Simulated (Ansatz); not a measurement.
An ordered 8-atom cell of InGa3P4 on the zincblende lattice (I-42m) at its r2SCAN geometry, run in Ansatz at 2 levels of theory. The calculation is spin-unpolarised, and the structure need not be a phase that has been made.

The r2SCAN input:
```yaml
crystal:
  lattice:
    - [-2.7834816796, 2.7834816796, 5.5557041547]
    - [2.7834816796, -2.7834816796, 5.5557041547]
    - [2.7834816796, 2.7834816796, -5.5557041547]
  atoms:
    - { symbol: Ga, position: [0.75, 0.25, 0.5] }
    - { symbol: P, position: [0.133149374, 0.6064081504, 0.0] }
    - { symbol: Ga, position: [0.5, 0.5, 0.0] }
    - { symbol: P, position: [0.866850626, 0.866850626, 0.4732587765] }
    - { symbol: Ga, position: [0.25, 0.75, 0.5] }
    - { symbol: P, position: [0.6064081504, 0.133149374, 0.0] }
    - { symbol: In, position: [0.0, 0.0, 0.0] }
    - { symbol: P, position: [0.3935918496, 0.3935918496, 0.5267412235] }
kpoints:
  mp_grid: { grid: [6, 6, 6] }
  band_path:
    path:
      - [0.0, 0.0, 0.0]
      - [0.0, 0.0, 0.5]
      - [0.25, 0.25, 0.25]
      - [0.0, 0.5, 0.0]
      - [0.5, 0.5, -0.5]
      - [0.312753582, 0.687246418, -0.312753582]
      - [-0.312753582, 0.312753582, 0.312753582]
      - [-0.125507164, 0.125507164, 0.5]
      - [0.5, 0.5, -0.125507164]
    npoints: 1
hamiltonian:
  xc: r2scan
scf:
  occupations: { method: fixed }
  n_extra_bands: 6
output:
  forces: true
  stress: true
  eigenvalues: true
```

Main results, then, where recorded, the levels near the gap in eV from the Fermi energy (columns number the bands from 0), one row a point of the path (Γ, X, P, N, M, S, S₀, R, G):
```
Crystal: 8 atoms, lattice volume = 172.177 Å³
Symmetry: 8 space group operations
Space group: I-42m (ITA 121)
```
```
Basis set: ecut = 500 eV, 4341 PW (Γ)
k-points: 30 of 216 (time reversal used)
SCF 1 converged in 8 iterations: F = -20023.071543 eV  dr2 = 1.83e-8
Free energy (F): -20023.071543 eV
Fermi energy:    6.854911 eV
--- Forces (eV/Å), atoms counted from 1 ---
  atom   1  Ga      0.00000      0.00000      0.00000
  atom   2  P       0.00023    -0.00023    -0.00031
  atom   3  Ga      0.00000      0.00000      0.00000
  atom   4  P       0.00023      0.00023      0.00031
  atom   5  Ga      0.00000      0.00000      0.00000
  atom   6  P     -0.00023      0.00023    -0.00031
  atom   7  In      0.00000      0.00000      0.00000
  atom   8  P     -0.00023    -0.00023      0.00031
--- Stress (GPa, compression-positive) ---
       -0.003759       0.000000       0.000000
        0.000000      -0.003759       0.000000
        0.000000       0.000000      -0.004201
  P = ⅓ Tr σ = -0.0039 GPa (-0.039 kbar)
```
```tsv
band_33	band_34	band_35	band_36	band_37	band_38
-0.054	0.000	0.000	1.796	1.936	2.279
-1.125	-0.908	-0.901	1.779	2.105	3.124
-1.324	-0.945	-0.945	2.659	2.659	3.008
-1.967	-1.261	-1.196	3.387	3.690	3.731
-1.904	-1.413	-1.413	1.968	1.968	2.096
-2.068	-1.091	-1.019	2.177	3.350	3.579
-2.068	-1.091	-1.019	2.177	3.350	3.579
-1.307	-1.204	-0.986	2.136	2.477	3.810
-1.307	-1.204	-0.986	2.136	2.477	3.810
```

The r2SCAN gap is indirect, 1.78 eV (Γ to X), below the direct gap of 1.80 eV at Γ. Least and direct gap differ so little that the kind isn't settled. The lowest empty level at Γ lies only 17 meV higher, so the place of the conduction bottom isn't settled.

PBE0. Against the first input these blocks differ (the band path and keys that only write files left aside):
```yaml
kpoints:
  mp_grid: { grid: [4, 4, 4] }
hamiltonian:
  xc: pbe0
```

```
Basis set: ecut = 420 eV, 3411 PW (Γ)
k-points: 13 of 64 (time reversal used)
SCF 1 stopped early in 3 iterations: F = -19972.533223 eV  dr2 = 7.28e-5
SCF 2 stopped early in 6 iterations: F = -19980.361039 eV  dr2 = 9.20e-6
hybrid outer 1: dexx = +5.012e-2 eV, tail = 1.14e-4 eV
SCF 3 converged in 6 iterations: F = -19980.360512 eV  dr2 = 9.42e-10
hybrid outer 2: dexx = +7.603e-6 eV, tail = 7.55e-8 eV, Δε = 3.13e-3 eV, ΔF = 7.17e-4 eV/Å
Free energy (F): -19980.360512 eV
Fermi energy:    6.277888 eV
--- Forces (eV/Å), atoms counted from 1 ---
  atom   1  Ga      0.00000      0.00000      0.00000
  atom   2  P       0.04113    -0.04113      0.03036
  atom   3  Ga      0.00000      0.00000      0.00000
  atom   4  P       0.04113      0.04113    -0.03036
  atom   5  Ga      0.00000      0.00000      0.00000
  atom   6  P     -0.04113      0.04113      0.03036
  atom   7  In      0.00000      0.00000      0.00000
  atom   8  P     -0.04113    -0.04113    -0.03036
--- Stress (GPa, compression-positive) ---
        0.125306       0.000000       0.000000
        0.000000       0.125306       0.000000
        0.000000       0.000000       0.126178
  P = ⅓ Tr σ = 0.1256 GPa (1.256 kbar)
```
```tsv
band_33	band_34	band_35	band_36	band_37	band_38
-0.054	0.000	0.000	2.849	2.962	3.369
-1.194	-0.972	-0.967	2.868	3.186	4.314
-1.391	-1.014	-1.014	3.804	3.804	4.129
-2.100	-1.334	-1.268	4.601	4.882	4.921
-2.014	-1.511	-1.511	2.991	2.991	3.208
-2.200	-1.155	-1.082	3.265	4.486	4.796
-2.200	-1.155	-1.082	3.265	4.486	4.796
-1.374	-1.266	-1.052	3.229	3.563	5.055
-1.374	-1.266	-1.052	3.229	3.563	5.055
```

PBE0 gives a direct gap of 2.85 eV at Γ. The lowest empty level at X lies only 19 meV higher, so the place of the conduction bottom isn't settled. The mean stress, +0.1 GPa, is small, and the program warns that its thresholds are loose for a hybrid's stress.

Small level splittings and stresses of the hybrids carry the error of their coarser meshes.

Totals of different functionals can't be compared.

No spin-orbit coupling is included; it can move band edges with weight on the heavy atoms by tenths of an eV.
